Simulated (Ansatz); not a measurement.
Input file of a DFT run on GdBi with Ansatz:

```yaml
crystal:
  lattice:
    - [3.8529650145, 0.0, 0.0]
    - [0.0, 3.8529650145, 0.0]
    - [0.0, 0.0, 3.8529650145]
  atoms:
    - { symbol: Gd, position: [0.0051908076, 0.0, 0.0], spin: 7.79 }
    - { symbol: Bi, position: [0.5, 0.5, 0.5] }
basis:
  ecutwfc: 420
  ecutrho_ratio: 4
kpoints:
  mp_grid: { grid: [8, 8, 8] }
hamiltonian:
  xc: pbesol
scf:
  occupations: { method: gaussian, width: 0.05 }
  lower_state_search: "off"
output:
  forces: true
  stress: true
  eigenvalues: true
  populations: true
magnetization:
  spin_polarized: true
checkpoint:
  read: start.run
```

The folder start.run holds the converged state of an earlier run on the same cell; the run starts from that state's density and uses only the symmetry operations that the state has.

This is a trial structure: such lanthanide and actinide compounds mostly take the rock-salt structure.

Question: Predict the main results.

Answer: Pressure 0.0 GPa, gap on the mesh zero (metallic), site spin moments Gd 7.08; Bi -0.07 μB, largest force component 0.039 eV/Å (PBEsol, scalar-relativistic).

Output, machine lines left out:

```
Gd: projections on atomic orbitals take those of the free atom [Kr 4d10] 4f7 5s2 5p6 5d1 6s2, of charge +0.00 (hamiltonian.pseudopotentials.projection_atoms); the dataset's partial waves leave at most 2.5e-4 of an orbital's norm unspanned inside its sphere
Pseudopotentials: kind: paw
Pseudopotential: Gd, paw, valence charge 18, recommended cutoff 420 eV (normal), Gd.paw.azcp
Pseudopotential: Bi, paw, valence charge 15, recommended cutoff 420 eV (normal), Bi.paw.azcp
Crystal: 2 atoms, lattice volume = 57.199 Å³
Basis set: ecut = 420 eV, 1141 PW (Γ), exchange–correlation on 54×54×54 points (8 copies of the dense FFT grid, shifted against one another)
Bands: 25, of which v1, the nominal top of the filled ones, is band 17 counted from 1 (16 counted from 0)
Symmetry: 8 space group operations
Space group: P4mm (ITA 99), of the structure as read, at distance tolerance 3.9e-5 Å
Magnetic group: BNS 99.163 (UNI 823), of the structure as read, at distance tolerance 3.9e-5 Å
k-points: 75 of 512 (time reversal used)
Initial density: read from a saved state, or passed on in memory by an earlier SCF of this step, an earlier step, the calling program or the single point that the run made first, carried with its atoms to this geometry
Starting moments: Σ|m| = 7.79 μB on 1 of 2 sites; this step starts from the density that it was given
Initial wavefunctions: pseudopotential atomic-orbital guess
Functional: x = pbesol(κ = 0.804, μ = 0.12346), c = pbesol(β = 0.046)
iter 1 solved again at ethr=2.46e-6 eV; its pass at ethr=3.10e-3 eV (dr2=8.10e-4 eV) is discarded
```

```
SCF iter   1: F=—  HF=-21471.454162 eV  |F-HF|=—  |Δ(HF+E_count)|=         —  Δρ=1.11e-2 (↑9.92e-3 ↓1.11e-2)  dr2=8.04e-4  dr2_m=5.78e-2  M=7.220 μB ∫|m|=7.373 μB
SCF iter   2: F=—  HF=-21471.463266 eV  |F-HF|=—  |Δ(HF+E_count)|=   9.10e-3  Δρ=7.99e-3 (↑7.18e-3 ↓7.99e-3)  dr2=4.94e-4  dr2_m=3.01e-2  M=7.219 μB ∫|m|=7.372 μB
SCF iter   3: F=—  HF=-21471.473675 eV  |F-HF|=—  |Δ(HF+E_count)|=   1.04e-2  Δρ=2.91e-4 (↑1.15e-4 ↓2.91e-4)  dr2=7.87e-5  dr2_m=1.06e-5  M=7.221 μB ∫|m|=7.374 μB
SCF iter   4: F=—  HF=-21471.473717 eV  |F-HF|=—  |Δ(HF+E_count)|=   4.19e-5  Δρ=6.91e-4 (↑1.68e-4 ↓6.91e-4)  dr2=3.57e-4  dr2_m=4.65e-5  M=7.210 μB ∫|m|=7.366 μB
SCF iter   5: F=—  HF=-21471.473648 eV  |F-HF|=—  |Δ(HF+E_count)|=   6.86e-5  Δρ=8.47e-5 (↑2.67e-5 ↓8.47e-5)  dr2=8.26e-6  dr2_m=6.87e-7  M=7.218 μB ∫|m|=7.372 μB
SCF iter   6: F=—  HF=-21471.473647 eV  |F-HF|=—  |Δ(HF+E_count)|=   1.63e-6  Δρ=1.46e-5 (↑9.44e-6 ↓1.46e-5)  dr2=6.97e-7  dr2_m=8.84e-9  M=7.217 μB ∫|m|=7.371 μB
SCF iter   7: F=-21471.473646 eV  HF=-21471.473646 eV  |F-HF|=6.18e-11  |Δ(HF+E_count)|=   1.58e-7  Δρ=1.37e-6 (↑1.15e-6 ↓1.37e-6)  dr2=2.64e-9  dr2_m=3.10e-10  M=7.217 μB ∫|m|=7.371 μB
```

```
SCF 1 converged in 7 iterations: F = -21471.473646 eV  dr2 = 2.64e-9
SCF converged after 7 iterations
Magnetization: 7.2172 μB (20.1086 up, 12.8914 down)
Absolute magnetization: 7.3735 μB (∫|ρ↑−ρ↓|, with the PAW one-centre terms)
Per-site moments (μB) at R_I (Å): [(7.08052, 1.37167), (-0.06864, 1.37167)]
Free energy (F): -21471.473646 eV
E sigma→0 (E₀):  -21471.471554 eV
Entropy (-TS):   -0.004185 eV (-2.093 meV/atom)
Fermi energy:    13.573280 eV
--- Forces (eV/Å), atoms counted from 1 ---
  atom   1  Gd    -0.03928456     0.00000000     0.00000000
  atom   2  Bi     0.03929793     0.00000000     0.00000000
--- Stress (GPa, compression-positive) ---
       -0.012527       0.000000       0.000000
        0.000000       0.004716       0.000000
        0.000000       0.000000       0.004716
  P = ⅓ Tr σ = -0.0010 GPa (-0.010 kbar)
--- Löwdin populations: 2 sites ---
  site symbol       q [e]    m [muB]
     0     Gd     17.7005     7.3259
     1     Bi     15.2434    -0.1139
```

It took of the order of 50 core-seconds on a shared host.

Without a U the 4f levels of Gd lie too near the Fermi level, so their share of the states there, and what hangs on it, is overstated. Spin–orbit coupling, which matters for such heavy elements, is left out. Site moments are of spin, integrated over atomic spheres. Only parallel moments were tried, so the real magnetic order may be another.
